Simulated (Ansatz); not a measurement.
TaS$_{2}$ in space group R-3m (No. 166; Ta on 3a, S on 6c), DFT-LDA in the program Ansatz with PAW potentials, all energies at zero smearing, with the estimated change up to a 700 eV cutoff added, with one set of potentials and settings (totals compare only within such a set). Cell of 3 atoms (1 Ta, 2 S): -11424.964 eV.

```csv
element,reference phase,E (eV/atom)
Ta,"Im-3m, 1 atoms in the cell",-9682.6136
S,"Fddd, 32 atoms in the cell",-869.4931
```

Formation energy per atom, worked out: (-11424.964 − 1×(-9682.6136) − 2×(-869.4931))/3 = -1.121 eV/atom (-108 kJ per mol of atoms), at 0 K, without zero-point energy or fitted corrections.

The workflow started from a Materials Project entry (that database holds measured and hypothetical structures alike); the Crystallography Open Database files this formula in space group No. 166, but the cells were not matched. It is not the phase usual at ambient conditions (space group No. 164). Symmetry was held in the LDA relaxation; its stability against distortions is not shown here. No spin polarisation was allowed. A crystal of weakly bound layers computed without a dispersion correction: the cell and the soft elastic constants depend strongly on that. The references are the lowest solids computed at this level, not always the standard phases. Scalar-relativistic: spin–orbit coupling is off unless named, which matters more the heavier the elements.

Potentials: the later of the program's two PAW sets.
